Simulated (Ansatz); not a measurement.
## CdF$_{2}$, a database entry at a rescaled volume

```
CELL_PARAMETERS angstrom
0.00000 2.72781 2.72781
2.72781 0.00000 2.72781
2.72781 2.72781 0.00000
ATOMIC_POSITIONS crystal
Cd 0.00000 0.00000 0.00000
F 0.25000 0.25000 0.25000
F 0.75000 0.75000 0.75000
```

Single point in Ansatz 0.2.0 with r2SCAN, no spin polarisation. Cutoff 500 eV, PAW datasets, 8×8×8 Γ-centred k mesh, fermi-dirac filling (width 0.053 eV).

**Question.** What is the character of the valence top and the conduction bottom?

**Answer.** Within 0.7 eV of the edges, the states project mainly on F p (88 %) below the gap and on Cd s (78 %) and F s (15 %) above it.

**Question.** Is there a gap, and of what kind?

**Answer.** The gap is 3.66 eV, indirect (the least direct gap found is 4.21 eV). A semilocal functional usually gives too small a gap.

**Question.** Describe some of the short contacts.

**Answer.** Cd–F at 2.36 Å: least valence density 0.28 e/Å³ and ELF 0.07 there. F–F at 2.73 Å: least valence density 0.09 e/Å³ and ELF 0.03 there, a closed-shell (ionic or weak) contact. These are pseudo-fields; inside the PAW spheres they differ from the all-electron ones.

**Question.** How is the charge shared?

**Answer.** Bader charges in e: Cd +1.54, F -0.77. In the mean Cd gives up most and F takes most.

**Question.** Is the cell too large or too small?

**Answer.** The pressure is -3.8 GPa (compression positive), so with the atoms held at these fractions the cell would first shrink.

Origin: a database entry at a rescaled volume.
